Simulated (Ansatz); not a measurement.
SiO₂:
```xyz
9
Lattice="4.9203 0.0000 0.0000 -2.4601 4.2611 0.0000 0.0000 0.0000 5.4162" Properties=species:S:1:pos:R:3 pbc="T T T"
Si     2.3073     0.0000     3.6108
Si    -1.1537     1.9982     1.8054
Si     1.3065     2.2629     0.0000
O      1.3709     1.1466     4.2492
O      3.2419     0.6139     2.4438
O      2.7676     2.5006     0.6384
O      0.3075     1.7605     1.1670
O     -1.0893     3.1145     2.9724
O      0.7818     3.6471     4.7777
```

Tensor components refer to the Cartesian frame of this cell.

### Question
Give the high-frequency dielectric tensor and the Born effective charge tensors of the independent atoms from DFPT, r²SCAN in the plane-wave PAW code Ansatz.

### Answer

ε∞:
```
2.37  0.00  0.00
0.00  2.37  0.00
0.00  0.00  2.40
```
Z* of atom 1 (Si), rows: field, columns: displacement, in e:
```
 3.02   0.00   0.00
 0.00   3.66  -0.28
 0.00   0.25   3.45
```
Z* of atom 4 (O), rows: field, columns: displacement, in e:
```
-1.33   0.50   0.33
 0.46  -2.01  -0.70
 0.27  -0.74  -1.73
```

Static charges for comparison (Bader): Si1 +3.37, O4 -1.68 e. Born charges measure polarisation by displacement and can exceed these by far.

Space group P3_221. Symmetry was held in the r²SCAN relaxation; phonons on a q-mesh show no instability.

Potentials: the later of the program's two PAW sets.
